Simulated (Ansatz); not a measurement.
Se (trigonal Se type), relaxed with r²SCAN+D4 (Ansatz, a program for electronic structure, plane waves, PAW): a = 4.3599 Å, b = 4.3599 Å, c = 5.0127 Å, α = 90.00°, β = 90.00°, γ = 120.00°.

| Quantity | Value |
|---|---|
| gap (eV) | 1.17 |

### Question
The same phase is relaxed and computed with PBEsol in the same code. What are the cell and these values now?

### Answer
a = b = 4.0369 Å, c = 5.1229 Å, α = β = 90.00°, γ = 120.00°.

- gap (eV) = 0.39

Weakly bound layers, chains or molecules computed without a dispersion correction, so cells and soft constants are ill determined: Se, trigonal Se type with PBEsol. All cells were relaxed under the symmetry of their starts (and spin orders); stability against distortions was not tested throughout. Scalar-relativistic: spin–orbit coupling is off unless named, which matters more the heavier the elements.

Potentials: the earlier of the program's two PAW sets. The files were generated under PBE; for other functionals the program regenerates the frozen cores, and for LDA and PBEsol the local potential too.

Ansatz is a plane-wave DFT program.
